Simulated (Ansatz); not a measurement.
## Relaxation path: bcc Cr (110), 5 layers

DFT, PBE, PAW with Ansatz's default frozen-core files, scalar-relativistic (Ansatz 0.2.0); a Γ-centred 14×14×1 k mesh, Fermi–Dirac smearing of 0.05 eV, spin-polarised from start moments Cr1 2, Cr2 2, Cr3 2, Cr4 2, Cr5 2 μB. The run relaxes the atoms in the fixed cell.

Command: `ansatz run input.yaml --threads 2 --pin off --max-ram 4096MiB --backend cpu --events-out ev --progress --plain --runs-dir out` It took 3.5 min on 2 threads of Arm Neoverse V2 (shared host), peak memory 0.7 GiB.

```yaml
crystal:
  lattice:
    - [2.4668230336, 0.0, 0.0]
    - [-0.8222743445, 2.32574306, 0.0]
    - [0.0, 0.0, 21.0566]
  atoms:
    - { symbol: Cr, position: [0.0, 0.0, 0.3086915674], spin: 2.0 }
    - { symbol: Cr, position: [0.5, 0.5, 0.4043457834], spin: 2.0 }
    - { symbol: Cr, position: [0.0, 0.0, 0.5], spin: 2.0 }
    - { symbol: Cr, position: [0.5, 0.5, 0.5956542166], spin: 2.0 }
    - { symbol: Cr, position: [0.0, 0.0, 0.6913084326], spin: 2.0 }
magnetization:
  spin_polarized: true
kpoints:
  mp_grid: { grid: [14, 14, 1] }
scf:
  occupations: { method: fermi_dirac, width: 0.05 }
hamiltonian:
  xc: pbe
  pseudopotentials: { kind: paw }
output:
  forces: true
  stress: true
  eigenvalues: true
relax:
  f_tol: 0.01
  max_steps: 40
efield:
  axis: 3
  amplitude: 0
  dipole_correction: true
```

Each step lists its free energy a cell above the last geometry, and Cartesian positions (Å) with forces (eV/Å).

The first step:

```
step 1  dF = 51.45 meV
  Cr 0.0000 0.0000 6.5000   0.0000 0.0000 0.4999
  Cr 0.8223 1.1629 8.5141   0.0000 0.0000 -0.5111
  Cr 0.0000 0.0000 10.5283   0.0000 0.0000 0.0000
  Cr 0.8223 1.1629 12.5425   0.0000 0.0000 0.5112
  Cr 0.0000 0.0000 14.5566   0.0000 0.0000 -0.4999
```

Antiferromagnetic order, which Cr and Mn prefer near zero pressure, wasn't tried. The start moments died away, and the runs ended non-magnetic.

**Question.** Where does the relaxation end, and by which steps?

**Answer.** After 5 geometries, with a shortest distance of 2.388 Å and a cell moment of 0.00 μB. The further steps:
```
step 2  dF = 14.84 meV
  Cr 0.0000 0.0000 6.5451   0.0000 0.0000 0.2789
  Cr 0.8223 1.1629 8.5127   0.0000 0.0000 -0.3107
  Cr 0.0000 0.0000 10.5283   0.0000 0.0000 0.0000
  Cr 0.8223 1.1629 12.5439   0.0000 0.0000 0.3107
  Cr 0.0000 0.0000 14.5115   0.0000 0.0000 -0.2789
step 3  dF = 0.28 meV
  Cr 0.0000 0.0000 6.5868   0.0000 0.0000 -0.0303
  Cr 0.8223 1.1629 8.4986   0.0000 0.0000 0.0568
  Cr 0.0000 0.0000 10.5283   0.0000 0.0000 0.0000
  Cr 0.8223 1.1629 12.5580   0.0000 0.0000 -0.0568
  Cr 0.0000 0.0000 14.4698   0.0000 0.0000 0.0302
step 4  dF = 0.54 meV  (not accepted)
  Cr 0.0000 0.0000 6.5946   0.0000 0.0000 -0.0071
  Cr 0.8223 1.1629 8.5117   0.0000 0.0000 -0.0551
  Cr 0.0000 0.0000 10.5283   0.0000 0.0000 -0.0001
  Cr 0.8223 1.1629 12.5449   0.0000 0.0000 0.0552
  Cr 0.0000 0.0000 14.4620   0.0000 0.0000 0.0071
step 5  dF = 0.00 meV
  Cr 0.0000 0.0000 6.5858   0.0000 0.0000 -0.0001
  Cr 0.8223 1.1629 8.5029   0.0000 0.0000 0.0005
  Cr 0.0000 0.0000 10.5283   0.0000 0.0000 0.0000
  Cr 0.8223 1.1629 12.5537   0.0000 0.0000 -0.0005
  Cr 0.0000 0.0000 14.4708   0.0000 0.0000 0.0001
```
